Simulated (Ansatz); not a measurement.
A relaxation computed with Ansatz, from input to last step.

```yaml
crystal:
  lattice:
    - [3.6015198202, 0.0, 0.0]
    - [0.0, 3.6015198202, 0.0]
    - [0.0, 0.0, 5.4952047156]
  atoms:
    - { symbol: Cu, position: [0.0, 0.0, 0.0] }
    - { symbol: Cu, position: [0.5, 0.5, 0.0] }
    - { symbol: Cu, position: [0.0, 0.5, 0.27] }
    - { symbol: Cu, position: [0.5, 0.0, 0.73] }
    - { symbol: Ru, position: [0.0, 0.5, 0.7] }
    - { symbol: Ru, position: [0.5, 0.0, 0.3] }
basis:
  ecutwfc: 420
kpoints:
  mp_grid: { grid: [6, 6, 4] }
hamiltonian:
  xc: pbe
scf:
  occupations: { method: gaussian, width: 0.1 }
  lower_state_search: "off"
output:
  forces: true
  stress: true
  eigenvalues: true
relax:
  adjacent_minimum: "off"
  f_tol: 0.04
  max_steps: 70
  cell: { stress_tol: 0.4 }
```

```bash
ansatz run input.yaml --threads 1 --pin off --max-ram 2560MiB --backend cpu --events-out ev --progress --plain --runs-dir out
```

Theory: Ansatz, DFT PBE, scalar-relativistic, plane waves, PAW.

Of 19 frames 10 are shown, positions in Å and forces in eV/Å; the SCF threshold varies from step to step. Steps run on the plane waves of an earlier cell, with a Pulay correction in the pressure. The basis is chosen afresh for the last frame, the zero of the energies, and at times for earlier ones too; energy and pressure step there, also at an unchanged geometry. Here that happened at steps 10 (-18 meV/atom, 2.4 GPa), 17 (-3 meV/atom, 0.4 GPa); the frames before carry an error of that size. The mark taken_back stands on steps that the optimiser undid.

```xyz
6
Lattice="3.6015 0.0000 0.0000 0.0000 3.6015 0.0000 0.0000 0.0000 5.4952" Properties=species:S:1:pos:R:3:forces:R:3 pbc="T T T" step=1 free_energy_over_end_meV_per_atom=301.61 pressure_GPa=30.50
Cu    0.0000    0.0000    0.0000    0.0000    0.0000    0.0000
Cu    1.8008    1.8008    0.0000    0.0000    0.0000    0.0000
Cu    0.0000    1.8008    1.4837    0.0000    0.0000    1.0191
Cu    1.8008    0.0000    4.0115    0.0000    0.0000   -1.0191
Ru    0.0000    1.8008    3.8466    0.0000    0.0000   -2.3231
Ru    1.8008    0.0000    1.6486    0.0000    0.0000    2.3231
6
Lattice="3.6399 0.0000 0.0000 0.0000 3.6399 0.0000 0.0000 0.0000 5.9607" Properties=species:S:1:pos:R:3:forces:R:3 pbc="T T T" step=3 free_energy_over_end_meV_per_atom=100.66 pressure_GPa=1.08
Cu    0.0000    0.0000    0.0000    0.0000    0.0000    0.0000
Cu    1.8199    1.8199    0.0000    0.0000    0.0000    0.0000
Cu    0.0000    1.8199    1.6122    0.0000    0.0000    0.2769
Cu    1.8199    0.0000    4.3486    0.0000    0.0000   -0.2769
Ru    0.0000    1.8199    4.0343    0.0000    0.0000   -0.3449
Ru    1.8199    0.0000    1.9264    0.0000    0.0000    0.3449
6
Lattice="3.5118 0.0000 0.0000 0.0000 3.5118 0.0000 0.0000 0.0000 6.3457" Properties=species:S:1:pos:R:3:forces:R:3 pbc="T T T" step=5 free_energy_over_end_meV_per_atom=71.25 pressure_GPa=-0.71
Cu    0.0000    0.0000    0.0000    0.0000    0.0000    0.0000
Cu    1.7559    1.7559    0.0000    0.0000    0.0000    0.0000
Cu    0.0000    1.7559    1.7206    0.0000    0.0000   -0.3672
Cu    1.7559    0.0000    4.6251    0.0000    0.0000    0.3672
Ru    0.0000    1.7559    4.1442    0.0000    0.0000   -0.0957
Ru    1.7559    0.0000    2.2015    0.0000    0.0000    0.0957
6
Lattice="3.3733 0.0000 0.0000 0.0000 3.3733 0.0000 0.0000 0.0000 6.6757" Properties=species:S:1:pos:R:3:forces:R:3 pbc="T T T" step=7 free_energy_over_end_meV_per_atom=73.65 pressure_GPa=3.13 taken_back
Cu    0.0000    0.0000    0.0000    0.0000    0.0000    0.0000
Cu    1.6866    1.6866    0.0000    0.0000    0.0000    0.0000
Cu    0.0000    1.6866    1.6430    0.0000    0.0000    0.5766
Cu    1.6866    0.0000    5.0327    0.0000    0.0000   -0.5766
Ru    0.0000    1.6866    4.0754    0.0000    0.0000    0.1621
Ru    1.6866    0.0000    2.6003    0.0000    0.0000   -0.1621
6
Lattice="3.4453 0.0000 0.0000 0.0000 3.4453 0.0000 0.0000 0.0000 6.5151" Properties=species:S:1:pos:R:3:forces:R:3 pbc="T T T" step=9 free_energy_over_end_meV_per_atom=60.16 pressure_GPa=-0.08
Cu    0.0000    0.0000    0.0000    0.0000    0.0000    0.0000
Cu    1.7227    1.7227    0.0000    0.0000    0.0000    0.0000
Cu    0.0000    1.7227    1.6763    0.0000    0.0000    0.0027
Cu    1.7227    0.0000    4.8388    0.0000    0.0000   -0.0027
Ru    0.0000    1.7227    4.0976    0.0000    0.0000    0.0004
Ru    1.7227    0.0000    2.4175    0.0000    0.0000   -0.0004
6
Lattice="3.4056 0.0000 0.0000 0.0000 3.4056 0.0000 0.0000 0.0000 6.7130" Properties=species:S:1:pos:R:3:forces:R:3 pbc="T T T" step=11 free_energy_over_end_meV_per_atom=29.31 pressure_GPa=1.43
Cu    0.0000    0.0000    0.0000    0.0000    0.0000    0.0000
Cu    1.7028    1.7028    0.0000    0.0000    0.0000    0.0000
Cu    0.0000    1.7028    1.7113    0.0000    0.0000    0.0394
Cu    1.7028    0.0000    5.0017    0.0000    0.0000   -0.0394
Ru    0.0000    1.7028    4.1611    0.0000    0.0000   -0.2044
Ru    1.7028    0.0000    2.5519    0.0000    0.0000    0.2044
6
Lattice="3.3354 0.0000 0.0000 0.0000 3.3354 0.0000 0.0000 0.0000 7.2494" Properties=species:S:1:pos:R:3:forces:R:3 pbc="T T T" step=13 free_energy_over_end_meV_per_atom=6.06 pressure_GPa=-1.41
Cu    0.0000    0.0000    0.0000    0.0000    0.0000    0.0000
Cu    1.6677    1.6677    0.0000    0.0000    0.0000    0.0000
Cu    0.0000    1.6677    1.7792    0.0000    0.0000    0.3317
Cu    1.6677    0.0000    5.4703    0.0000    0.0000   -0.3317
Ru    0.0000    1.6677    4.2941    0.0000    0.0000   -0.0498
Ru    1.6677    0.0000    2.9553    0.0000    0.0000    0.0498
6
Lattice="3.3038 0.0000 0.0000 0.0000 3.3038 0.0000 0.0000 0.0000 7.3141" Properties=species:S:1:pos:R:3:forces:R:3 pbc="T T T" step=15 free_energy_over_end_meV_per_atom=4.37 pressure_GPa=0.02
Cu    0.0000    0.0000    0.0000    0.0000    0.0000    0.0000
Cu    1.6519    1.6519    0.0000    0.0000    0.0000    0.0000
Cu    0.0000    1.6519    1.8368    0.0000    0.0000   -0.1554
Cu    1.6519    0.0000    5.4774    0.0000    0.0000    0.1554
Ru    0.0000    1.6519    4.3502    0.0000    0.0000   -0.2178
Ru    1.6519    0.0000    2.9640    0.0000    0.0000    0.2178
6
Lattice="3.3045 0.0000 0.0000 0.0000 3.3045 0.0000 0.0000 0.0000 7.3380" Properties=species:S:1:pos:R:3:forces:R:3 pbc="T T T" step=17 free_energy_over_end_meV_per_atom=0.48 pressure_GPa=0.45
Cu    0.0000    0.0000    0.0000    0.0000    0.0000    0.0000
Cu    1.6523    1.6523    0.0000    0.0000    0.0000    0.0000
Cu    0.0000    1.6523    1.8237    0.0000    0.0000    0.0059
Cu    1.6523    0.0000    5.5143    0.0000    0.0000   -0.0059
Ru    0.0000    1.6523    4.3338    0.0000    0.0000    0.0259
Ru    1.6523    0.0000    3.0042    0.0000    0.0000   -0.0259
6
Lattice="3.2964 0.0000 0.0000 0.0000 3.2964 0.0000 0.0000 0.0000 7.4020" Properties=species:S:1:pos:R:3:forces:R:3 pbc="T T T" step=19 free_energy_over_end_meV_per_atom=0.00 pressure_GPa=0.10
Cu    0.0000    0.0000    0.0000    0.0000    0.0000    0.0000
Cu    1.6482    1.6482    0.0000    0.0000    0.0000    0.0000
Cu    0.0000    1.6482    1.8393    0.0000    0.0000    0.0003
Cu    1.6482    0.0000    5.5628    0.0000    0.0000   -0.0003
Ru    0.0000    1.6482    4.3632    0.0000    0.0000    0.0030
Ru    1.6482    0.0000    3.0388    0.0000    0.0000   -0.0030
```

The start puts this composition into another compound's structure type, which needn't suit it. At the end the space group is P4/nmm (tolerance 0.05 Å).

It took 3.8 min on 1 thread of Arm Neoverse V1, with other jobs on the host, peak memory 0.43 GiB.

The k mesh is coarse.